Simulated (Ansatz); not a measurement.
## CsCl-type LaRe

Method: PBE, scalar-relativistic; no spin polarisation; PAW, 420 eV, 10×10×10 k-mesh, Gaussian smearing of 0.05 eV; code Ansatz. The datasets are Ansatz's generated set soft_2.

```xyz
2
Lattice="3.5836 0.0000 0.0000 0.0000 3.5836 0.0000 0.0000 0.0000 3.5836" Properties=species:S:1:pos:R:3 pbc="T T T"
La    0.0000    0.0000    0.0000
Re    1.7918    1.7918    1.7918
```

The structure was built from a prototype; whether the compound forms in it isn't claimed.

Q: Which orbitals carry the states at the Fermi level, and how many states are there?

A: Within 0.1 eV of it: Re 5d 77 % (shares among the projected shells; no valence p shell of Re is among them). The density of states at the Fermi level is about 3.9 states/eV per cell, averaged over 0.3 eV.

Density of states (tetrahedra, averaged over 0.3 eV; states/eV per cell of 2 atoms; energy in eV from the Fermi level; projections on Löwdin-orthogonalised atomic orbitals, summed over sites):

| E | total | La 4f | Re 5d | La 5d | Re 6s | La 6s |
| --- | --- | --- | --- | --- | --- | --- |
| -4.90 | 0.0 | 0.0 | 0.0 | 0.0 | 0.0 | 0.0 |
| -4.60 | 0.1 | 0.0 | 0.0 | 0.0 | 0.0 | 0.0 |
| -4.30 | 0.1 | 0.0 | 0.0 | 0.0 | 0.0 | 0.0 |
| -4.00 | 0.3 | 0.0 | 0.0 | 0.1 | 0.1 | 0.1 |
| -3.70 | 0.6 | 0.0 | 0.1 | 0.2 | 0.1 | 0.1 |
| -3.40 | 0.9 | 0.0 | 0.2 | 0.3 | 0.2 | 0.1 |
| -3.10 | 1.5 | 0.0 | 0.3 | 0.5 | 0.3 | 0.2 |
| -2.80 | 2.0 | 0.0 | 0.6 | 0.7 | 0.4 | 0.1 |
| -2.50 | 1.9 | 0.0 | 0.7 | 0.7 | 0.3 | 0.1 |
| -2.20 | 1.8 | 0.0 | 1.1 | 0.5 | 0.1 | 0.1 |
| -1.90 | 2.7 | 0.1 | 1.6 | 0.6 | 0.1 | 0.2 |
| -1.60 | 3.1 | 0.1 | 2.0 | 0.8 | 0.1 | 0.1 |
| -1.30 | 5.1 | 0.1 | 3.1 | 1.6 | 0.1 | 0.1 |
| -1.00 | 2.0 | 0.1 | 1.3 | 0.5 | 0.1 | 0.0 |
| -0.70 | 2.5 | 0.1 | 1.8 | 0.5 | 0.1 | 0.0 |
| -0.40 | 4.5 | 0.2 | 3.4 | 0.6 | 0.1 | 0.0 |
| -0.10 | 4.8 | 0.3 | 3.7 | 0.4 | 0.2 | 0.1 |
| 0.20 | 2.9 | 0.2 | 2.1 | 0.3 | 0.1 | 0.1 |
| 0.50 | 1.4 | 0.1 | 0.8 | 0.3 | 0.1 | 0.1 |
| 0.80 | 1.0 | 0.1 | 0.5 | 0.2 | 0.0 | 0.1 |
| 1.10 | 0.9 | 0.1 | 0.5 | 0.2 | 0.0 | 0.0 |
| 1.40 | 1.0 | 0.1 | 0.5 | 0.3 | 0.0 | 0.0 |
| 1.70 | 1.8 | 0.2 | 0.9 | 0.5 | 0.1 | 0.1 |
| 2.00 | 2.0 | 0.3 | 0.7 | 0.7 | 0.0 | 0.1 |
| 2.30 | 2.8 | 0.7 | 0.7 | 1.0 | 0.0 | 0.2 |
| 2.60 | 3.0 | 1.0 | 0.6 | 1.1 | 0.0 | 0.2 |
| 2.90 | 3.8 | 1.5 | 0.5 | 1.5 | 0.0 | 0.1 |
| 3.20 | 5.5 | 3.3 | 0.4 | 1.5 | 0.0 | 0.0 |
| 3.50 | 9.8 | 8.1 | 0.3 | 1.0 | 0.0 | 0.0 |
| 3.80 | 13.7 | 12.2 | 0.6 | 0.6 | 0.1 | 0.0 |
| 4.10 | 15.3 | 12.2 | 1.1 | 1.5 | 0.2 | 0.1 |
| 4.40 | 3.2 | 2.0 | 0.3 | 0.6 | 0.1 | 0.0 |
| 4.70 | 3.1 | 1.5 | 0.3 | 1.1 | 0.0 | 0.1 |
| 5.00 | 1.7 | 0.6 | 0.2 | 0.8 | 0.0 | 0.0 |

For elements this heavy, spin–orbit coupling would shift levels and gaps; it isn't included here.
